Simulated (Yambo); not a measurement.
**BP: sweep of GW parameters**

G0W0@PBEsol for BP (zinc blende, space group F-43m, No. 216) in Yambo. Reference settings: 6×6×6 Γ-centred k mesh, 84 bands and a 14 Ry block in the screening, 84 bands in G with the Bruneval-Gonze terminator, plasmon pole fitted at 27.2 eV. The PBEsol gap Γ → X on this mesh is 1.21 eV; G0W0 gaps are taken between the same points.

```
change from the reference  G0W0 gap Γ → X (eV)  shift of the valence edge (eV)        rough Yambo cost
-------------------------  -------------------  ------------------------------  ----------------------
reference settings                        2.06                           -0.72                       1
11 Ry block                               2.05                           -0.71  within a factor of two
no random integration                     2.04                           -0.56                       –
4×4×4 mesh                                2.06                           -0.71               about 1/5
```

The reference isn't shown to be the converged limit. Costs are rough (shared machines), scaled to the same edge states, and given only for runs that recompute the screening. The mesh misses a band edge: along a dense path the PBEsol gap is 1.12 eV against 1.21 eV on the mesh.

Geometry relaxed with PBEsol; primitive cell a = b = c = 3.197 Å, α = β = γ = 60.00°.

A shift is the quasiparticle energy of the state minus its PBEsol energy.
